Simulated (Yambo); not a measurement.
A G0W0@PBE run in Yambo for Mg2Ge (anti-fluorite, space group Fm-3m, No. 225) (4×4×4 Γ-centred k mesh, bands 13 to 286 and a 15 Ry block in the screening, 286 bands in G with the Bruneval-Gonze terminator, plasmon pole fitted at 27.2 eV) gives these matrix elements, in eV, at the band edges (Γ → X):

```
state               E0    <Vxc>     <Σx>  <Σc(E0)>      Z
---------------  -----  -------  -------  --------  -----
valence edge     0.000  -11.405  -12.601     0.406  0.771
conduction edge  0.135   -8.155   -4.913    -3.435  0.783
```

Question: Solve the linearised quasiparticle equation for both states, give the gap, and say how exchange and correlation each act on it.

Answer: E = E0 + Z(Σx + Σc − Vxc). Valence: 0.000 + 0.771 × (-12.601 + (0.406) − (-11.405)) = -0.61 eV. Conduction: 0.135 + 0.783 × (-4.913 + (-3.435) − (-8.155)) = -0.02 eV. The gap is 0.59 eV, against 0.14 eV in PBE. Replacing Vxc by bare exchange alone would open it by 4.44 eV; correlation takes back 3.84 eV of that, and Z scales what is left. Nearest settings tried, and what they do to the gap: 152 bands in G: +3 meV; 152 bands in W, 152 bands in G: -45 meV; 9 Ry block (229 vectors against 459): -21 meV. Not varied: mesh. So the settings aren't converged at that level. Spin-orbit splittings are left out.

Geometry relaxed with PBEsol; primitive cell a = 4.4989 Å, b = 4.4989 Å, c = 4.4989 Å, α = 60.00°, β = 60.00°, γ = 60.00°.

The potentials are those of PseudoDojo's stringent table.
